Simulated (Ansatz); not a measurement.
Space group P6_3/mmc (No. 194). a = 6.237 Å, b = 6.237 Å, c = 4.978 Å, α = 90.00°, β = 90.00°, γ = 120.00°
```
atom site symmetry x y z
  Sc    6h mm2  0.8281  0.1719  0.7500
  Al    2d      -6m2  0.6667  0.3333  0.2500
```

Equation of state of this Sc₃Al structure (not necessarily the ground state), with shape and atoms relaxed at each volume where symmetry leaves them free. It has no gap at any of these volumes. Method: DFT PBEsol, scalar-relativistic, plane waves, PAW in Ansatz 0.2.0.

Plane waves to 420 eV, a k mesh through Γ of 6×6×8 on the computed 8-atom cell and Gaussian smearing (0.10 eV); no spin polarisation.

```tsv
V (Å³/atom)	E − E(largest V) (meV/atom)	P (GPa)
18.446	37.48	10.87
19.074	1.59	7.58
19.703	-22.20	4.70
20.332	-35.40	2.19
20.961	-39.43	-0.01
21.590	-35.36	-1.93
22.218	-24.22	-3.59
23.057	0.00	-5.49
```

Question: Fit a third-order Birch–Murnaghan equation to E(V).

Answer: V0 = 20.94 Å³/atom, B0 = 68 GPa, B0' = 3.5.